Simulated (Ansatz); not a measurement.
CuCl:
Space group Pm-3m (No. 221); a = 3.116 Å, b = 3.116 Å, c = 3.116 Å, α = 90.00°, β = 90.00°, γ = 90.00°

| atom | site | symmetry | x | y | z |
|---|---|---|---|---|---|
| Cu | 1a | m-3m | 0.0000 | 0.0000 | 0.0000 |
| Cl | 1b | m-3m | 0.5000 | 0.5000 | 0.5000 |

Relaxed with PBEsol.

**Question.** Decompose the optical modes at the zone centre into irreducible representations, and say which are infrared and Raman allowed.

**Answer.** Point group m-3m: Γ_opt = T1u. Infrared: T1u. Raman: none.

**Question.** Assign frequencies (DFPT, PBEsol in the plane-wave PAW code Ansatz).

**Answer.** T1u 85i cm⁻¹.

The start of the workflow was typed in or built on a structure type; neither database checked (COD, Materials Project) lists it. It is not the phase usual at ambient conditions (space group No. 216). The PBEsol relaxation kept the symmetry of its start. At this level the phase is dynamically unstable (imaginary phonons). The workflow began spin-polarised and lost its moments. The compound may be a true metal, but semilocal functionals without U, or a wrong spin order, can also close a gap. As this level gives no gap, phonon frequencies hold no LO–TO term and depend on the k-mesh and smearing (Fermi–Dirac, 0.1 eV here).

Potentials: the later of the program's two PAW sets.
